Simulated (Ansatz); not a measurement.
A: BAs (zinc blende), a = b = c = 4.8094 Å, α = β = γ = 90.00°
B: HfO$_{2}$ (fluorite), a = 5.098 Å, b = 5.098 Å, c = 5.098 Å, α = 90.00°, β = 90.00°, γ = 90.00°
C: Pd (fcc, Cu type), a = b = c = 3.9426 Å, α = β = γ = 90.00°

Scan: energy over volume and axial ratio (atoms clamped). One method and one kind of scan serve all of them; meshes and ranges differ. All were relaxed with their symmetry unable to fall. HfO2 is run without spin polarisation. Pd is run without spin polarisation. Spin-orbit coupling is left out. The PAW data are Ansatz's earlier set. This is a high-temperature form of HfO2.

### Question
Rank these by shear modulus C′ = (C11 − C12)/2 (fitted) (lowest first), as PBE (plane waves to 420 eV, PAW, scalar-relativistic; Ansatz, a quantum-chemistry and plane-wave program) gives it.

### Answer
C (24 GPa), A (102 GPa), B (225 GPa)

(Under strain, the slope of the energy per volume gives the stress and its curvature an elastic modulus.)
